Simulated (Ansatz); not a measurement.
Data:

TiB:
```cif
data_B4Ti4
_chemical_formula_sum 'Ti4 B4'
_space_group_name_H-M_alt 'P 1'
_space_group_IT_number 1
_cell_length_a 6.06017
_cell_length_b 3.03273
_cell_length_c 4.52501
_cell_angle_alpha 90.000
_cell_angle_beta 90.000
_cell_angle_gamma 90.000
loop_
_space_group_symop_operation_xyz
  'x, y, z'
loop_
_atom_site_label
_atom_site_type_symbol
_atom_site_fract_x
_atom_site_fract_y
_atom_site_fract_z
_atom_site_occupancy
Ti1 Ti 0.67734 0.25000 0.37805 1
Ti2 Ti 0.32266 0.75000 0.62195 1
Ti3 Ti 0.82266 0.75000 0.87805 1
Ti4 Ti 0.17734 0.25000 0.12195 1
B1 B 0.53023 0.25000 0.89976 1
B2 B 0.46977 0.75000 0.10024 1
B3 B 0.96977 0.75000 0.39976 1
B4 B 0.03023 0.25000 0.60024 1
```

This is the PBEsol-relaxed structure.

**Question.** All from plane-wave PAW PBEsol (Ansatz code), unless another level is named. Predict the electronic character.

**Answer.** metallic (no gap).

**Question.** Give the formation energy from the elements (no fitted shifts).

**Answer.** -0.89 eV/atom.

**Question.** Give the density of states at the Fermi level.

**Answer.** 0.49 states/eV per atom (mean over ±0.08 eV).

Space group Pnma. The workflow started from a Materials Project entry (that database holds measured and hypothetical structures alike); the Crystallography Open Database files this formula in space group No. 62, but the cells were not matched. Whether it is the stable phase at ambient conditions was not checked. Symmetry was held in the PBEsol relaxation; whether a distortion lowers the energy is not shown. The run is not spin-polarised. The references are the lowest solids computed at this level, not always the standard phases.

Potentials: the later of the program's two PAW sets.
